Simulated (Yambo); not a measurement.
G0W0@PBEsol for SrO (rock salt, space group Fm-3m, No. 225) in Yambo. Reference settings: 4×4×4 Γ-centred k mesh, 130 bands and a 8 Ry block in the screening, 130 bands in G with the Bruneval-Gonze terminator, plasmon pole fitted at 27.2 eV. The PBEsol gap Γ → X on this mesh is 3.18 eV; G0W0 gaps are taken between the same points.

The settings were changed. The gap went from 5.01 eV to 4.92 eV, and the shift of the valence edge from -0.98 eV to -0.72 eV.

**Question.** What was changed between the two runs?
(A) no random integration
(B) 80 bands in G
(C) 48 bands in W, 48 bands in G
(D) pole fitted at 10 eV

**Answer.** A, no random integration. The others gave (gap, valence shift): 48 bands in W, 48 bands in G: 5.19, -0.79 eV; 80 bands in G: 5.03, -0.98 eV; pole fitted at 10 eV: 4.96, -0.82 eV.

Geometry relaxed with PBEsol; primitive cell a = b = c = 3.620 Å, α = β = γ = 60.00°.

A shift is the quasiparticle energy of the state minus its PBEsol energy.
